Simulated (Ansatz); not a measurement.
# Phonons of WP2

Level of theory: DFT, PBEsol, scalar-relativistic, no spin polarisation; plane waves to 420 eV with PAW datasets (Ansatz 0.2.0), Gaussian smearing of 0.15 eV. The datasets are Ansatz's generated set soft_2.

```xyz
6
Lattice="1.5746 -5.5703 0.0000 1.5746 5.5703 0.0000 0.0000 0.0000 4.9499" Properties=species:S:1:pos:R:3 pbc="T T T"
P     1.5746   -0.7813    1.8944
P     1.5746    0.7813    4.3694
P     1.5746   -2.2625    3.4683
P     1.5746    2.2625    0.9933
W     1.5746   -4.5308    2.4729
W     1.5746    4.5308   -0.0020
```

The chain of runs began from a cell as deposited in COD, expanded in volume.

Force constants come from finite displacements in a 2×2×2 supercell (the unit cell's 12×12×8 k-mesh, folded to it); the long-range dipole term is not included. Points in reciprocal vectors of this cell: Γ = (0.000, 0.000, 0.000), Y = (-0.500, 0.500, 0.000), C0 = (-0.270, 0.730, 0.000), Σ0 = (0.270, 0.270, 0.000), Z = (0.000, 0.000, 0.500), A0 = (0.270, 0.270, 0.500), E0 = (-0.270, 0.730, 0.500), T = (-0.500, 0.500, 0.500), S = (0.000, 0.500, 0.000), R = (0.000, 0.500, 0.500).

**Question.** Is the structure dynamically stable along this path, and where does the spectrum end?

**Answer.** Yes: no branch is imaginary beyond numerical noise. The highest frequency is 545 cm⁻¹, between Γ and Z. Points that don't fit the supercell are interpolated.

Frequencies at the named points (cm⁻¹, imaginary ones negative):
```tsv
point	ω (cm⁻¹)
Γ	0 0 0 164 171 175 256 257 283 287 290 324 354 361 394 445 509 537
Y	92 105 128 137 142 162 257 266 266 282 286 316 349 393 415 420 515 533
C0	150 158 165 175 191 195 237 249 309 309 319 338 350 369 393 413 492 522
Σ0	150 158 165 175 191 195 237 249 309 309 319 338 350 369 393 413 492 522
Z	120 120 125 125 159 159 259 259 272 272 299 299 366 366 421 421 543 543
A0	142 142 166 166 181 181 254 254 318 318 351 351 361 361 404 404 511 511
E0	142 142 166 166 181 181 254 254 318 318 351 351 361 361 404 404 511 511
T	129 129 131 131 179 179 251 251 255 255 295 295 368 368 416 416 539 539
S	153 156 169 178 187 191 233 252 308 313 316 342 347 368 398 411 491 522
R	139 139 164 164 183 183 256 256 320 320 350 350 361 361 406 406 510 510
```

**Question.** What does the harmonic approximation give for the vibrational free energy, entropy and heat capacity?

**Answer.** Zero-point energy 54.0 meV/atom.
```csv
T (K),F_vib (meV/atom),S (J/K per mole of atoms),C_V (J/K per mole of atoms)
100,52.5,4.5,8.8
200,43.1,13.6,17.4
300,24.8,21.5,20.9
400,-0.9,27.7,22.5
500,-32.3,32.9,23.3
600,-68.7,37.2,23.8
700,-109.1,40.9,24.1
800,-153.2,44.1,24.3
900,-200.4,47.0,24.4
1000,-250.4,49.5,24.5
```

The highest mode, 545 cm⁻¹, is worth 780 K. At 300 K the heat capacity has reached 84 % of the classical limit 3R = 24.9 J/K per mole of atoms, since the stiffer modes are still partly frozen out.

The crystal is a metal or nearly so; low and unstable modes depend on mesh and smearing.

Cost: 34 min on 4 threads of Intel(R) Xeon(R) 6975P-C (Granite Rapids), with other jobs on the host, peak memory 6.1 GiB.

Scalar-relativistic only: spin–orbit splittings of the heavy atoms' levels are missing.
